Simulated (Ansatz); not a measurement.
The relaxed structure here is a generated cell of In2Ag: the first start was made by placing the elements on the sites of a structure type, and the end was not matched to a known phase here, so it may be hypothetical.

One starting cell of In2Ag (a generated trial cell of In2Ag in the AFLOW prototype AB2_cF48_227_c_e (as in Ti2C)) was relaxed twice with Ansatz (plane waves, PAW, scalar-relativistic): with PBEsol at 420 eV and with PBE at 420 eV. The PBEsol result:

```
CELL_PARAMETERS angstrom
      0.00000     5.24582     5.24582
      5.24582     0.00000     5.24582
      5.24582     5.24582     0.00000
ATOMIC_POSITIONS crystal
  Ag 0.62500 0.62500 0.62500
  Ag 0.12500 0.62500 0.62500
  Ag 0.62500 0.12500 0.62500
  Ag 0.62500 0.62500 0.12500
  In 0.89349 0.89349 0.89349
  In 0.31953 0.89349 0.89349
  In 0.89349 0.31953 0.89349
  In 0.89349 0.89349 0.31953
  In 0.35651 0.35651 0.35651
  In 0.93047 0.35651 0.35651
  In 0.35651 0.93047 0.35651
  In 0.35651 0.35651 0.93047
```

```csv
quantity,PBEsol,PBE
space group,Fd-3m,Fd-3m
volume (Å³/atom),24.06,___
a (Å),10.492,___
"gap (eV, no spin-orbit coupling)",0.00,___
```

Task: Fill in the PBE column.

Result: 
- volume (Å³/atom), PBE: 25.97
- a (Å), PBE: 10.763
- gap (eV, no spin-orbit coupling), PBE: 0.00

Both levels end in the same structure; PBE's volume is 8.0 % larger. Neither column is exact.

No spin polarisation in the result.

The run could not lose the symmetry of its start, so the end can be a saddle point.

Ansatz is a first-principles code.
